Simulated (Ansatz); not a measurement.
Relaxed-ion elastic tensor of MgRh (CsCl type, Pm-3m) in GPa (Voigt order), PBEsol (plane waves, PAW; program Ansatz); density 7.21 g/cm³, 14.65 Å³ per atom.

```
 182  99.9  99.9   0.0   0.0   0.0
99.9   182  99.9   0.0   0.0   0.0
99.9  99.9   182   0.0   0.0   0.0
 0.0   0.0   0.0  82.7   0.0   0.0
 0.0   0.0   0.0   0.0  82.7   0.0
 0.0   0.0   0.0   0.0   0.0  82.7
```

### Question
Is the crystal mechanically stable?

### Answer
Yes: the smallest eigenvalue of C is 82.4 GPa.

### Question
Work out the Voigt, Reuss and Hill averages.

### Answer
K_V = 127, K_R = 127, K_H = 127; G_V = 66.1, G_R = 59.0, G_H = 62.5 GPa.

### Question
Give Young's modulus, Poisson's ratio, Pugh's ratio and the universal anisotropy index.

### Answer
E = 9KG/(3K + G) = 161 GPa; ν = 0.29; K/G = 2.04 (ductile by the Pugh limit of 1.75); A_U = 5G_V/G_R + K_V/K_R − 6 = 0.61.

### Question
Estimate the sound speeds and the Debye temperature.

### Answer
v_l = √((K + 4G/3)/ρ) = 5410 m/s, v_t = √(G/ρ) = 2950 m/s, mean 3290 m/s; Θ = (h/k)(3n/4πV)^(1/3) v_m = 400 K.

### Question
Give the Zener ratio and Young's modulus along [100], [110] and [111].

### Answer
A = 2C44/(C11 − C12) = 2.01; 1/E = S11 − 2(S11 − S12 − S44/2)Γ with Γ = 0, 1/4, 1/3 gives 112, 169, 204 GPa.

### Question
Solve the Christoffel equation for the three sound speeds along [100], [110], [111].

### Answer
Eigenvalues of C_ijkl n_j n_l equal ρv². In km/s, slowest first: [100] 3.39, 3.39, 5.03; [110] 2.39, 3.39, 5.57; [111] 2.76, 2.76, 5.74.

The workflow started from an entry of the Crystallography Open Database (COD). Whether it is the stable phase at ambient conditions was not checked. The cell was relaxed with PBEsol under the symmetry of its start; of distortions, only those at the zone centre were tested. No spin polarisation was allowed. As this level gives no gap, shear constants depend on the k-mesh and smearing (Fermi–Dirac, 0.1 eV here).

Potentials: the later of the program's two PAW sets.
